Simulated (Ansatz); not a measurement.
## Course of a relaxation: ZrSn₂S₃

The guess for ZrSn₂S₃ was made by a generator: random cell by space group and Wyckoff sites (I4/mmm, No. 139). Lengths were set from tabulated atomic sizes, so they are only a guess.

```xyz
6
Lattice="-3.2145 3.2145 7.0043 3.2145 -3.2145 7.0043 3.2145 3.2145 -7.0043" Properties=species:S:1:pos:R:3 pbc="T T T"
Zr    0.0000    0.0000    7.0043
Sn    0.0000    3.2145    3.5021
Sn    3.2145    0.0000    3.5021
S     0.0000    0.0000    2.6392
S     0.0000    0.0000   11.3693
S     0.0000    0.0000    0.0000
```

All numbers below come from DFT PBE, scalar-relativistic, plane waves, PAW (Ansatz 0.2.0). Cutoff 420 eV, Gaussian smearing, Γ-centred meshes. Cell and atoms relax first on a coarse mesh and then on a finer one. In between, the cell is made exact in the group found at 0.06 Å. In metals the finer mesh still leaves noise of several meV/atom or more. The steps can't lower the symmetry of their start. No spin polarisation in the relaxation; trial moments died out in a coarse test.

Steps on the 4×4×4 mesh (6 atoms, 14 steps). The free energy counts from the last step; some steps are skipped; the plane-wave basis is renewed at times, which shifts energy and pressure.

```
step  ΔF (meV/atom)  V (Å³/atom)  P (GPa)  largest force component (eV/Å)
   1         1213.2        48.25    -7.25                           0.004
   2          918.8        41.98    -7.55                           0.142
   4          428.9        30.91    -5.50                           0.383
   5          309.5        27.30    -2.61                           0.512
   7          117.8        24.68     0.05                           0.788
   8           37.3        23.81     3.67                           0.340
  10           18.6        26.18    -0.15                           1.412
  11           11.3        26.87    -2.18                           0.010
  13           -0.5        25.90     0.05                           0.024
  14            0.0        25.90     0.04                           0.024
```

The relaxed structure, after a last relaxation on the converged mesh:

```cif
data_structure
_symmetry_space_group_name_H-M 'I4/mmm'
_symmetry_Int_Tables_number 139
_cell_length_a 5.7334
_cell_length_b 5.7334
_cell_length_c 9.4163
_cell_angle_alpha 90.000
_cell_angle_beta 90.000
_cell_angle_gamma 90.000
_cell_volume 309.53
loop_
_atom_site_label
_atom_site_type_symbol
_atom_site_symmetry_multiplicity
_atom_site_Wyckoff_symbol
_atom_site_fract_x
_atom_site_fract_y
_atom_site_fract_z
_atom_site_occupancy
Zr1 Zr 2 b 0.50000 0.50000 0.00000 1
Sn1 Sn 4 d 0.00000 0.50000 0.25000 1
S1 S 4 e 0.00000 0.00000 0.24093 1
S2 S 2 a 0.00000 0.00000 0.00000 1
```

The symmetry stays I4/mmm (No. 139). The volume per atom shrinks by 46.5 %, from 48.3 to 25.8 Å³. The shortest distance goes from 2.64 Å (S–S) to 2.27 Å (S–S). The ratio c/a of the conventional cell changes by a factor of 0.75. The energy falls by about 1.2 eV/atom (the start's value is from the coarse mesh). Around Zr lie 2 S at 2.44 Å; Sn has 4 S at 2.87 Å; around S on a site of symmetry 4mm lie 1 S at 2.27 Å, 1 Zr at 2.44 Å and 4 Sn at 2.87 Å; 1 more site not described.

For ZrSn₂S₃, the volume per atom is 25.79 Å³, the density is 4.56 g/cm³ and the formation energy is +0.23 eV/atom. The gap on the 10×10×10 mesh of the 6-atom cell is 0 eV (a metal).

Formation energies are uncorrected and refer to the elements' standard structures at the same level. The references include grey tin.

The last run used Gaussian smearing of 0.10 eV. The reference form of S is held partly by dispersion forces, which this level lacks. A structure relaxed within its symmetry needn't be a true minimum. In all, the 3 runs took 3.8 min on 1 thread of Intel(R) Xeon(R) Platinum 8375C CPU @ 2.90GHz (Ice Lake), with other jobs on the host. Another cell of ZrSn2S3 relaxed alike, in P-3m1, lies 1.07 eV/atom lower, so this cell isn't the stable form at this level.
